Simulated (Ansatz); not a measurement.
**Sn, one cell by several methods**

```
Sn
1.0
    -1.59603    1.59603    2.92534
     1.59603   -1.59603    2.92534
     1.59603    1.59603   -2.92534
Sn
1
Direct
  0.00000 0.00000 0.00000
```

The geometry is COD entry 1540069, unchecked; take it as a test cell. The listed cell was then made from it by scaling, straining or moving an atom.

No spin–orbit coupling, which matters for the heavy atoms here.

All numbers are computed: DFT, PBEsol, PAW with Ansatz's default frozen-core files, scalar-relativistic (Ansatz 0.2.0); DFT, PBEsol, all-electron PAW with datasets made for the crystal, scalar-relativistic (Ansatz 0.2.0); DFT, PBEsol, all-electron LAPW, scalar-relativistic (Ansatz 0.2.0).

For PAW: a Γ-centred 18×18×18 k mesh, Fermi–Dirac smearing of 0.03 eV, cutoff 420 eV, no spin polarisation; the PAW files were made with PBE, and the program remakes their frozen cores for this functional. The crystal-made all-electron datasets (AE datasets) take a cutoff of 240 eV at this cell. LAPW targets a basis error of 1 meV/atom. The Ansatz runs share mesh, smearing and spin set-up. Plane-wave (PAW) pressures include the program's estimate of the Pulay term.

Stress and pressure are positive in compression.

The change that made this cell: volume scaled by 1.01.

Spin–orbit coupling is left out, which moves gradients at and beside heavy atoms by some per cent and at worst by a factor of two.

In a metal, gradients converge slowly with the k mesh: the values move by tens of per cent from one mesh to another, at times in sign, so only the comparison on one mesh counts.

```tsv
quantity	PAW	AE datasets	LAPW
pressure (GPa)	-4.43	-4.43	-4.43
stress xx (GPa)	-3.68	-3.68	-3.67
stress zz (GPa)	-5.93	-5.93	-5.93
field gradient Vzz at Sn (10²¹ V/m²)	?	?	–
```

**Question.** Give the missing entry: row "field gradient Vzz at Sn (10²¹ V/m²)", column "AE datasets".

**Answer.** 8.66.

**Question.** Give the missing entry: row "field gradient Vzz at Sn (10²¹ V/m²)", column "PAW".

**Answer.** 8.47.
